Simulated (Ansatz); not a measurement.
## Ti2Sn: reading a single point

```xyz
6
Lattice="4.6080 0.0000 0.0000 -2.3040 3.9906 0.0000 0.0000 0.0000 5.6449" Properties=species:S:1:pos:R:3 pbc="T T T"
Ti   -0.0002    2.6606    4.2336
Ti    2.3038    1.3301    1.4112
Sn   -0.0002    2.6606    1.4112
Sn    2.3038    1.3301    4.2336
Ti    0.0000    0.0000    0.0000
Ti    0.0000    0.0000    2.8224
```

Single point in Ansatz 0.2.0 with r2SCAN, no spin polarisation. Cutoff 500 eV, PAW datasets, 9×9×6 Γ-centred k mesh, fermi-dirac filling (width 0.1 eV).

Q: Is the cell too large or too small?

A: The pressure is 6.9 GPa (compression positive), so with the atoms held at these fractions the cell would first expand. The principal stresses 1.7, 9.6, 9.6 GPa differ, so its shape would change too.

Q: Is it stable against the elements?

A: -0.35 eV an atom against the elements' usual phases (free molecules for gases, crystals otherwise, with no correction for O₂ or N₂), so it is bound against them; other compounds may still compete. Relaxing would lower it.

Q: What do density and ELF say about some of the short contacts?

A: Ti–Sn at 2.66 Å: least valence density 0.29 e/Å³ and ELF 0.17 there. Ti–Ti at 2.82 Å: least valence density 0.19 e/Å³ and ELF 0.18 there. Both are smooth PAW fields, read partly inside the augmentation spheres.

Q: Is there a gap?

A: Counting bands on this mesh leaves a gap of 0.11 eV, but it is narrow, so a finer mesh and a narrower smearing would have to settle it.

Q: How is the charge shared?

A: Bader charges in e: Ti +0.79 to +0.82, Sn -1.61. In the mean Ti gives up most and Sn takes most.

Origin: a database entry at a rescaled volume. Caveats: the gap is not wide against the smearing.
